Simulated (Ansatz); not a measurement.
Input:

NiP:
```
CELL_PARAMETERS angstrom
      4.79893     0.00000     0.00000
      0.00000     6.87532     0.00000
      0.00000     0.00000     5.93963
ATOMIC_POSITIONS crystal
  Ni 0.98545 0.09950 0.30587
  Ni 0.01455 0.90050 0.69413
  Ni 0.51455 0.90050 0.80587
  Ni 0.48545 0.09950 0.19413
  Ni 0.48545 0.40050 0.69413
  Ni 0.51455 0.59950 0.30587
  Ni 0.01455 0.59950 0.19413
  Ni 0.98545 0.40050 0.80587
  P  0.82451 0.38259 0.44079
  P  0.17549 0.61741 0.55921
  P  0.67549 0.61741 0.94079
  P  0.32451 0.38259 0.05921
  P  0.32451 0.11741 0.55921
  P  0.67549 0.88259 0.44079
  P  0.17549 0.88259 0.05921
  P  0.82451 0.11741 0.94079
```

This is the PBEsol-relaxed structure.

**Question.** All from DFT-PBEsol in the program Ansatz with PAW potentials, unless another level is named. Give the highest zone-centre frequency.

**Answer.** 396 cm⁻¹.

**Question.** Next, the bulk modulus (Birch–Murnaghan fit)?

**Answer.** 172 GPa.

Space group Pbca. The first step of the workflow began from a Materials Project structure, measured or hypothetical; the Crystallography Open Database files this formula in space group No. 61, but the cells were not matched. Whether it is the stable phase at ambient conditions was not checked. The cell was relaxed with PBEsol under the symmetry of its start; its stability against distortions is not shown here. The run is not spin-polarised. As this level gives no gap, phonon frequencies hold no LO–TO term and depend on the k-mesh and smearing (Fermi–Dirac, 0.1 eV here).

Potentials: the later of the program's two PAW sets.
